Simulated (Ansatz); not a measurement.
This run works on a proposed trial structure, not on a known crystal.

Input and command of a plane-wave DFT calculation in Ansatz:

```yaml
crystal:
  lattice:
    - [4.4238051251, 0.0, 0.0009311679]
    - [0.0, 5.0504419042, 0.0]
    - [-0.0508488526, 0.0, 7.4438313317]
  atoms:
    - { symbol: Ga, position: [0.0861872585, 0.0, 0.8351725747] }
    - { symbol: Ga, position: [0.4005703543, 0.0, 0.3470540616] }
    - { symbol: Ga, position: [0.5840781236, 0.0, 0.6670498219] }
    - { symbol: Ga, position: [0.8703996557, 0.5, 0.6549302416] }
    - { symbol: Ga, position: [0.1446667739, 0.5, 0.3511122167] }
    - { symbol: Ga, position: [0.3746782954, 0.5, 0.8379756768] }
    - { symbol: Ga, position: [0.6347047183, 0.5, 0.1471415918] }
    - { symbol: As, position: [0.9047148205, 0.0, 0.1595638147] }
basis:
  ecutwfc: 420
kpoints:
  mp_grid: { grid: [8, 6, 4] }
hamiltonian:
  xc: pbe
scf:
  occupations: { method: gaussian, width: 0.1 }
output:
  forces: true
  stress: true
  eigenvalues: true
relax:
  adjacent_minimum: "off"
  f_tol: 0.01
  max_steps: 80
  cell: { stress_tol: 0.05 }
```

```bash
ansatz run input.yaml --threads 4 --pin off --max-ram 10240MiB --backend cpu --events-out ev --progress --plain --runs-dir out
```

Processor: Intel(R) Xeon(R) Platinum 8375C CPU @ 2.90GHz (Ice Lake), 4 threads, on a host shared with other jobs.

Estimate time, memory and problem size.

About 92 s, peak memory 0.97 GiB. It solves 64 bands at 72 k points (after reduction by symmetry) with about 3257 plane waves (on the last cell), in 21 SCF iterations over 3 ionic steps.
